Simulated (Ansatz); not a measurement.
Ga:
```
Ga
1.0
   -1.40285     1.40285     2.27278
    1.40285    -1.40285     2.27278
    1.40285     1.40285    -2.27278
Ga
1
Direct
  0.00000   0.00000   0.00000
```

Relaxed with r²SCAN.

### Question
Map the electron localisation function on the plane through (0.000, 0.000, 0.000) spanned by u = [1, 0, 1] and v = [1, 0, -1] in lattice vectors, from the program Ansatz at the r²SCAN level (PAW).

### Answer
x is the fraction of u, y of v (the angle between them is 90°; rows are the nearest grid lines); atoms in the plane: Ga at (0.00, 0.00), Ga at (0.50, 0.50).
```
|@   ::--=--::   @|
|   .::--=--::.   |
|   .::--=--::.   |
|:::::-------:::::|
|::::---:::---::::|
|:::--:::::::--:::|
|:::::--:::--:::::|
|:::--:::::::--:::|
|:---:::::::::---:|
|---:::.   .:::---|
|=--::.     .::--=|
|=--::   =   ::--=|
|=--::   =   ::--=|
|=--::.     .::--=|
|---:::.   .:::---|
|:---:::::::::---:|
|:::--:::::::--:::|
|:::::--:::--:::::|
|:::--:::::::--:::|
|::::---:::---::::|
|:::::-------:::::|
|   .::--=--::.   |
|   .::--=--::.   |
|@   ::--=--::   @|
```
Scale: ten equal steps from 0.028 (start of ' ') to 0.999 (end of '@'), in the order ' .:-=+*#%@'; x runs from 0.000 to 1.00, y from 0.000 (bottom) to 1.00 (top).

The density is the valence pseudo-density with augmentation charge, so density and ELF within about 1 Å of a nucleus are not all-electron values.

Space group I4/mmm (body-centred tetragonal). The first step of the workflow began from a Materials Project structure, measured or hypothetical; the Crystallography Open Database copy checked does not list it. It is not the phase usual at ambient conditions (space group No. 64). The r²SCAN relaxation kept the symmetry of its start; its stability against distortions is not shown here.

Potentials: the earlier of the program's two PAW sets.
